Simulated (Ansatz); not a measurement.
SnO in space group P4/nmm (No. 129; Sn on 2c, O on 2b) under volume change, DFT-LDA in the program Ansatz with PAW potentials, shape and atoms relaxed at each volume.

| V (Å³/atom) | E − E(relaxed) (meV/atom) | P (GPa) |
|---|---|---|
| 15.022 | 20.7 | 5.20 |
| 15.517 | 8.3 | 2.96 |
| 16.012 | 1.9 | 1.25 |
| 16.507 | 0.0 | 0.01 |
| 17.002 | [?] | [?] |
| 17.498 | 5.8 | -1.74 |
| 17.993 | [?] | [?] |

Task: Fill in the missing entries.

Result: 
- 17.993, E − E(relaxed) (meV/atom): 12.1
- 17.993, P (GPa): -2.26
- 17.002, E − E(relaxed) (meV/atom): 1.6
- 17.002, P (GPa): -0.98

Task: What does a third-order Birch–Murnaghan fit give for V₀, B₀ and B′?

Result: V₀ = 16.50 Å³/atom, B₀ = 37.8 GPa, B′ = 8.4.

The cell was relaxed with LDA under the symmetry of its start; of distortions, only those at the zone centre were tested. A crystal of weakly bound layers computed without a dispersion correction: the cell and the soft elastic constants depend strongly on that. Scalar-relativistic: spin–orbit coupling is off unless named, which matters more the heavier the elements.

Potentials: the earlier of the program's two PAW sets.
